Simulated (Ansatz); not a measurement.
An Ansatz run on AlB3P4 as one 8-atom ordering (Cm) on the zincblende lattice left the output below. The cell was relaxed beforehand with r2SCAN.

The cell given to it:
```xyz
8
Lattice="5.6177 -1.6747 0.0239 5.6177 1.6747 0.0239 -0.9968 0.0000 5.8416" Properties=species:S:1:pos:R:3 pbc="T T T"
B    -0.0600    0.0000   -0.0749
B     5.1597    0.0000    3.0066
B     2.0806    0.0000    4.3899
Al    8.1552    0.0000    1.4918
P     5.8933    0.0000    1.0689
P     0.0942    0.0000    4.0235
P     8.2543    0.0000    5.3510
P     3.1999    0.0000    2.8045
```

Abridged output:
```
scf.n_extra_bands = 6 over 16 filled bands (N_el = 32.0): the run solves 22 bands
Functional definition: PBE
Crystal: 8 atoms, lattice volume = 109.996 Å³
Basis set: ecut = 420 eV, 2153 PW (Γ)
Symmetry: 2 space group operations
Space group: Cm (ITA 8)
k-points: 78 of 256 (time reversal used)
preconditioner: auto → Resta (q_TF=auto, 2.221 Å⁻¹)  ε∞=5.5  [insulator: Δε(μ)=0.574 eV  σ=0.020 eV  ℏωp=20.0 eV]
SCF 1 converged in 6 iterations: F = -4030.101335 eV  dr2 = 7.90e-8
NSCF: frozen V_eff on 94 k-points
Free energy (F): -4030.101335 eV
Fermi energy:    8.914748 eV
--- Forces (eV/Å), atoms counted from 1 ---
  atom   1  B       0.04593      0.00000    -0.00011
  atom   2  B       0.03947      0.00000    -0.01021
  atom   3  B     -0.03725      0.00000      0.02872
  atom   4  Al    -0.02702      0.00000    -0.03994
  atom   5  P     -0.14789      0.00000    -0.01149
  atom   6  P     -0.01698      0.00000      0.00925
  atom   7  P       0.05674      0.00000    -0.11706
  atom   8  P       0.08703      0.00000      0.14082
--- Stress (GPa, compression-positive) ---
        1.180023       0.000000       0.073657
        0.000000       1.042829       0.000000
        0.073606       0.000000       1.138251
  P = ⅓ Tr σ = 1.1204 GPa (11.204 kbar)
--- Band table (eV; the first three rows and the last of 78) ---
  k-point 0: bands = […, 5.1524, 6.2834, 6.6294, 7.8025, 8.1685, 8.6581, 10.0917, 10.4221, 10.8353, 11.2362, …]
  k-point 1: bands = […, 5.1552, 5.2801, 6.3278, 6.8770, 7.4768, 8.3023, 10.2517, 10.6053, 11.0503, 11.5988, …]
  k-point 2: bands = […, 5.1833, 5.5459, 5.9013, 6.3585, 6.6169, 8.0062, 10.5044, 10.7396, 10.7898, 11.3887, …]
  k-point 77: bands = […, 4.7442, 5.1433, 5.4873, 6.1494, 6.5512, 8.2679, 9.9174, 10.1965, 11.5632, 11.6749, …]
```

**Question.** Which of these blocks stood in the input: relax, gw, phonons, dielectric, magnetization (spin_orbit)?

**Answer.** None of them. A single point prints forces and stress when the output block asks for them.

**Question.** Which k mesh was typed?

**Answer.** 8×8×4, Γ-centred. This is one of several that fit.

**Question.** How were the bands filled?

**Answer.** With smearing of width σ = 0.02 eV (Fermi-Dirac in this run).

Command: `ansatz run input.yaml --threads 4 --pin off --max-ram 6451MiB --backend cpu --events-out ev --progress --plain --runs-dir out`. It took 9.1 s on 4 threads of Arm Neoverse V2, with other jobs on the host, load about 0.6 per core; peak host memory 0.48 GiB.

These are computed values for a spin-unpolarised cell that may be hypothetical; none is a measurement.
